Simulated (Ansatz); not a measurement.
A geometry of TiNi away from equilibrium: step 22 of the relaxation of a relaxed TiNi cell, doubled along one cell vector, shaken by Gaussian noise of σ = 0.08 Å a coordinate. Computed with PBEsol (plane waves to 420 eV, PAW, scalar-relativistic; Ansatz, a program for electronic structure). Γ-centred k-mesh 9×9×4 on the run's cell (coarser than for final values), Fermi–Dirac smearing 0.05 eV.

```xyz
8
Lattice="4.6081 0.8974 0.0001 -1.5269 2.5230 0.0000 0.0003 0.0002 8.0892" Properties=species:S:1:pos:R:3:forces:R:3 pbc="T T T" free_energy=-33118.690 pressure_GPa=3.1
Ni     0.6233     0.3817     3.0143    0.0416    0.0228   -0.0007
Ni     0.6234     0.3818     7.0588    0.0414    0.0225   -0.0006
Ni    -0.6413    -0.3807     0.9919   -0.0421   -0.0235    0.0004
Ni    -0.6412    -0.3808     5.0365   -0.0414   -0.0222    0.0004
Ti     0.3126     1.9010     0.9918    0.0310    0.0187    0.0014
Ti     0.3128     1.9010     5.0365    0.0305    0.0184    0.0007
Ti     2.7504     1.5203    -1.0303   -0.0302   -0.0182   -0.0003
Ti     2.7507     1.5204     3.0144   -0.0309   -0.0185   -0.0013
```

Positions in Å, forces in eV/Å, free energy of the cell in eV (comparable only within this code, potentials and settings). Largest force: 0.05 eV/Å, on Ni1, Ni2, Ni3, Ni4 (atoms numbered as listed); the geometry lies 0.02 eV/atom above the end of its relaxation.

No spin polarisation in the result. A magnetic state may lie lower.

The end of the path is a generated cell of TiNi: the first start was made by a random draw of sites in a space group, and the end was not matched to a known phase here, so it may be hypothetical. Known forms of TiNi include space group No. 221.
